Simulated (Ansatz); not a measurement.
Relaxed-ion elastic tensor of ScCo (CsCl type, space group No. 221) in GPa (Voigt order), DFT-PBEsol in the program Ansatz with PAW potentials; density 5.95 g/cm³, 14.49 Å³ per atom.

```json
[
 {"": "1", "1": "216", "2": "90.6", "3": "90.6", "4": "0.0", "5": "0.0", "6": "0.0"},
 {"": "2", "1": "90.6", "2": "216", "3": "90.6", "4": "0.0", "5": "0.0", "6": "0.0"},
 {"": "3", "1": "90.6", "2": "90.6", "3": "216", "4": "0.0", "5": "0.0", "6": "0.0"},
 {"": "4", "1": "0.0", "2": "0.0", "3": "0.0", "4": "57.5", "5": "0.0", "6": "0.0"},
 {"": "5", "1": "0.0", "2": "0.0", "3": "0.0", "4": "0.0", "5": "57.5", "6": "0.0"},
 {"": "6", "1": "0.0", "2": "0.0", "3": "0.0", "4": "0.0", "5": "0.0", "6": "57.5"}
]
```

**Question.** Is the crystal mechanically stable?

**Answer.** Yes: the smallest eigenvalue of C is 57.5 GPa.

**Question.** Work out the Voigt, Reuss and Hill averages.

**Answer.** K_V = 133, K_R = 133, K_H = 133; G_V = 59.7, G_R = 59.5, G_H = 59.6 GPa.

**Question.** Give Young's modulus, Poisson's ratio, Pugh's ratio and the universal anisotropy index.

**Answer.** E = 9KG/(3K + G) = 156 GPa; ν = 0.30; K/G = 2.22 (ductile by the Pugh limit of 1.75); A_U = 5G_V/G_R + K_V/K_R − 6 = 0.01.

**Question.** Estimate the sound speeds and the Debye temperature.

**Answer.** v_l = √((K + 4G/3)/ρ) = 5970 m/s, v_t = √(G/ρ) = 3160 m/s, mean 3540 m/s; Θ = (h/k)(3n/4πV)^(1/3) v_m = 432 K.

**Question.** Give the Zener ratio and Young's modulus along [100], [110] and [111].

**Answer.** A = 2C44/(C11 − C12) = 0.91; 1/E = S11 − 2(S11 − S12 − S44/2)Γ with Γ = 0, 1/4, 1/3 gives 163, 154, 151 GPa.

**Question.** Solve the Christoffel equation for the three sound speeds along [100], [110], [111].

**Answer.** Eigenvalues of C_ijkl n_j n_l equal ρv². In km/s, slowest first: [100] 3.11, 3.11, 6.03; [110] 3.11, 3.25, 5.95; [111] 3.20, 3.20, 5.93.

Space group Pm-3m (CsCl type). The first step of the workflow began from a Materials Project structure, measured or hypothetical; the Crystallography Open Database files this formula in space group No. 221, but the cells were not matched. Its standing as an ambient phase is unchecked. The PBEsol relaxation kept the symmetry of its start; of distortions, only those at the zone centre were tested. The workflow began spin-polarised and lost its moments. As this level gives no gap, shear constants depend on the k-mesh and smearing (Fermi–Dirac, 0.1 eV here).

Potentials: the later of the program's two PAW sets.
